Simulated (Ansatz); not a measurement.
SrPt2 (cubic Laves (MgCu2 type), space group No. 227), plane-wave PAW PBE (Ansatz code), all energies at zero smearing, with the estimated change up to a 700 eV cutoff added, with one set of potentials and settings (totals compare only within such a set). Cell of 6 atoms (2 Sr, 4 Pt): -57185.626 eV.

| element | reference phase | E (eV/atom) |
|---|---|---|
| Sr | C2/m, 3 atoms in the cell | -3544.2201 |
| Pt | Fm-3m, 1 atoms in the cell | -12523.0127 |

Formation energy per atom, worked out: (-57185.626 − 2×(-3544.2201) − 4×(-12523.0127))/6 = -0.856 eV/atom (-83 kJ per mol of atoms), at 0 K, without zero-point energy or fitted corrections.

Space group Fd-3m (cubic Laves (MgCu2 type)). The workflow started from a Materials Project entry (that database holds measured and hypothetical structures alike); the Crystallography Open Database copy checked does not list it. Its standing as an ambient phase is unchecked. The PBE relaxation kept the symmetry of its start; its stability against distortions is not shown here. No spin polarisation was allowed. The references are the lowest solids computed at this level, not always the standard phases. Scalar-relativistic: spin–orbit coupling is off unless named, which matters more the heavier the elements.

Potentials: the later of the program's two PAW sets.
